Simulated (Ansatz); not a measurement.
BAs in space group P6_222 (No. 180; B on 3d, As on 3c) at seven volumes, PBE in the plane-wave PAW code Ansatz, shape and atoms relaxed at each. One row is withheld.

| V (Å³/atom) | P (GPa) |
|---|---|
| 11.756 | 15.68 |
| 12.144 | 9.60 |
| 12.531 | ? |
| 12.919 | 0.00 |
| 13.306 | -3.77 |
| 13.694 | -6.98 |
| 14.082 | -9.71 |

### Question
Fit the shown pressures and predict the withheld one.

### Answer
P = (3/2)B₀(x^(7/2) − x^(5/2))[1 + (3/4)(B′ − 4)(x − 1)] with x = (V₀/V)^(2/3). Least squares on the six rows gives V₀ = 12.919 Å³/atom, B₀ = 136 GPa, B′ = 4.31. At V = 12.531, x = 1.0205 and P = 4.43 GPa. The run itself gave 4.42 GPa.

The start of the workflow was typed in or built on a structure type; neither database checked (COD, Materials Project) lists it. It is not the phase usual at ambient conditions (space group No. 216). Symmetry was held in the PBE relaxation; whether a distortion lowers the energy is not shown. Its formation energy is positive at this level, so the cell may be metastable or incomplete.

Potentials: the earlier of the program's two PAW sets.
